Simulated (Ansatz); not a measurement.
Relaxation of a relaxed Pb cell, doubled along one cell vector, shaken by Gaussian noise of σ = 0.08 Å a coordinate; 4 atoms in the cell, which starts as P1 (No. 1), aP4; a = 5.0173 Å, b = 5.0173 Å, c = 6.1851 Å, α = 90.00°, β = 113.93°, γ = 90.00°. Computed with PBE (plane waves to 420 eV, PAW, scalar-relativistic; Ansatz, a program for electronic structure). Γ-centred k-mesh 10×10×7 on the run's cell (coarser than for final values), Fermi–Dirac smearing 0.05 eV. This is the first round of the run. 

The optimiser's lines from the output (shortened; P is positive under compression):

```
relax step   1: F+E_penalty+E_count = -47634.78724760 eV  Δ(F+E_penalty+E_count) = +0.000e0 eV  max|allowed force component| = 7.325e-1 eV/Å  Δτ_max = 0.0000 Å  P = -0.400 GPa  Ω = 142.320 Å³  (8 SCF iters, dr2 threshold 1.00e-7 eV, accepted)
relax step   2: F+E_penalty+E_count = -47634.90572849 eV  Δ(F+E_penalty+E_count) = -1.185e-1 eV  max|allowed force component| = 1.425e-1 eV/Å  Δτ_max = 0.1223 Å  P = -0.010 GPa  Ω = 140.999 Å³  (6 SCF iters, dr2 threshold 4.00e-7 eV, accepted)
relax step   3: F+E_penalty+E_count = -47634.90959413 eV  Δ(F+E_penalty+E_count) = -3.866e-3 eV  max|allowed force component| = 5.523e-2 eV/Å  Δτ_max = 0.1050 Å  P = -0.275 GPa  Ω = 143.578 Å³  (5 SCF iters, dr2 threshold 4.00e-7 eV, accepted)
relax step   4: F+E_penalty+E_count = -47634.95062848 eV  Δ(F+E_penalty+E_count) = -4.103e-2 eV  max|allowed force component| = 1.153e-1 eV/Å  Δτ_max = 0.1081 Å  P = +0.237 GPa  Ω = 139.564 Å³  (5 SCF iters, dr2 threshold 4.00e-7 eV, accepted)
relax step   5: F+E_penalty+E_count = -47635.01484395 eV  Δ(F+E_penalty+E_count) = -6.422e-2 eV  max|allowed force component| = 1.515e-1 eV/Å  Δτ_max = 0.1083 Å  P = +0.060 GPa  Ω = 137.568 Å³  (6 SCF iters, dr2 threshold 4.00e-7 eV, accepted)
relax step   6: F+E_penalty+E_count = -47635.08887098 eV  Δ(F+E_penalty+E_count) = -7.403e-2 eV  max|allowed force component| = 2.442e-1 eV/Å  Δτ_max = 0.1096 Å  P = -0.052 GPa  Ω = 134.845 Å³  (6 SCF iters, dr2 threshold 4.00e-7 eV, accepted)
relax step   7: F+E_penalty+E_count = -47635.17895523 eV  Δ(F+E_penalty+E_count) = -9.008e-2 eV  max|allowed force component| = 1.437e-1 eV/Å  Δτ_max = 0.1370 Å  P = -0.190 GPa  Ω = 130.768 Å³  (6 SCF iters, dr2 threshold 4.00e-7 eV, accepted)
relax step   8: F+E_penalty+E_count = -47635.21415056 eV  Δ(F+E_penalty+E_count) = -3.520e-2 eV  max|allowed force component| = 1.990e-1 eV/Å  Δτ_max = 0.1887 Å  P = +1.154 GPa  Ω = 124.559 Å³  (6 SCF iters, dr2 threshold 4.00e-7 eV, accepted)
relax step   9: F+E_penalty+E_count = -47635.28189524 eV  Δ(F+E_penalty+E_count) = -6.774e-2 eV  max|allowed force component| = 8.696e-2 eV/Å  Δτ_max = 0.1913 Å  P = -0.246 GPa  Ω = 127.425 Å³  (6 SCF iters, dr2 threshold 4.00e-7 eV, accepted)
relax step  10: F+E_penalty+E_count = -47635.33396692 eV  Δ(F+E_penalty+E_count) = -5.207e-2 eV  max|allowed force component| = 1.771e-2 eV/Å  Δτ_max = 0.0489 Å  P = +0.164 GPa  Ω = 126.976 Å³  (5 SCF iters, dr2 threshold 4.00e-7 eV, accepted)
relax step  11: F+E_penalty+E_count = -47635.33710334 eV  Δ(F+E_penalty+E_count) = -3.136e-3 eV  max|allowed force component| = 1.655e-3 eV/Å  Δτ_max = 0.0149 Å  P = +0.068 GPa  Ω = 127.306 Å³  (4 SCF iters, dr2 threshold 4.00e-7 eV, accepted)
relax step  12: F+E_penalty+E_count = -47635.33744805 eV  Δ(F+E_penalty+E_count) = -3.447e-4 eV  max|allowed force component| = 9.782e-3 eV/Å  Δτ_max = 0.0076 Å  P = +0.137 GPa  Ω = 127.083 Å³  (4 SCF iters, dr2 threshold 9.94e-8 eV, accepted)
relax step  13: F+E_penalty+E_count = -47635.33775772 eV  Δ(F+E_penalty+E_count) = -3.097e-4 eV  max|allowed force component| = 1.298e-3 eV/Å  Δτ_max = 0.0060 Å  P = -0.063 GPa  Ω = 127.694 Å³  (4 SCF iters, dr2 threshold 1.60e-7 eV, accepted)
relax step  14: F+E_penalty+E_count = -47635.33783949 eV  Δ(F+E_penalty+E_count) = -8.176e-5 eV  max|allowed force component| = 1.320e-4 eV/Å  Δτ_max = 0.0009 Å  P = +0.003 GPa  Ω = 127.500 Å³  (4 SCF iters, dr2 threshold 1.71e-8 eV, accepted)
relax step  15: F+E_penalty+E_count = -47635.34610432 eV  Δ(F+E_penalty+E_count) = -8.265e-3 eV  max|allowed force component| = 1.279e-4 eV/Å  Δτ_max = 0.0000 Å  P = +0.141 GPa  Ω = 127.500 Å³  stress off target by 4.24e-1 GPa  SCF on the basis re-selected at this cell (its energy is not comparable with the rows above)  (7 SCF iters)
relax step  16: F+E_penalty+E_count = -47635.34775789 eV  Δ(F+E_penalty+E_count) = -1.654e-3 eV  max|allowed force component| = 7.497e-5 eV/Å  Δτ_max = 0.0001 Å  P = +0.012 GPa  Ω = 127.903 Å³  (3 SCF iters, dr2 threshold 4.00e-7 eV, accepted)
relax step  17: F+E_penalty+E_count = -47635.34797323 eV  Δ(F+E_penalty+E_count) = -2.153e-4 eV  max|allowed force component| = 5.521e-5 eV/Å  Δτ_max = 0.0001 Å  P = +0.001 GPa  Ω = 127.927 Å³  (3 SCF iters, dr2 threshold 3.42e-8 eV, accepted)
relax step  18: F+E_penalty+E_count = -47635.34799414 eV  Δ(F+E_penalty+E_count) = -2.090e-5 eV  max|allowed force component| = 1.986e-5 eV/Å  Δτ_max = 0.0000 Å  P = -0.000 GPa  Ω = 127.928 Å³  (4 SCF iters, dr2 threshold 1.35e-9 eV, accepted)
relax step  19: F+E_penalty+E_count = -47635.34807703 eV  Δ(F+E_penalty+E_count) = -8.289e-5 eV  max|allowed force component| = 2.009e-5 eV/Å  Δτ_max = 0.0000 Å  P = -0.000 GPa  Ω = 127.928 Å³  stress off target by 6.00e-3 GPa  SCF on the basis re-selected at this cell (its energy is not comparable with the rows above)  (5 SCF iters)
```

From the first to the last row the energy changes by -0.14 eV/atom and the volume by -10.1 %. The last row is marked as not comparable with the walk above it, whose basis was carried along; it does compare with step 1, since both stand on a basis selected at the nominal cutoff for their own cell.

Later rounds, restarted from the end of this one on a renewed k-mesh, logged 10 more steps and released under 0.01 eV/atom more. The final structure after all rounds: Fm-3m (No. 225), cF4, fcc (Cu type); a = 5.0340 Å, b = 5.0340 Å, c = 5.0340 Å, α = 90.00°, β = 90.00°, γ = 90.00°. Between re-selections the logged energies stand on a plane-wave basis carried along with the cell. No spin polarisation in the result.

Of the parent cell (I4/mmm (No. 139)): it is a generated cell of Pb: the first start was made by placing the elements on the sites of a structure type, and the end was not matched to a known phase here, so it may be hypothetical. Known forms of Pb include space group No. 225.
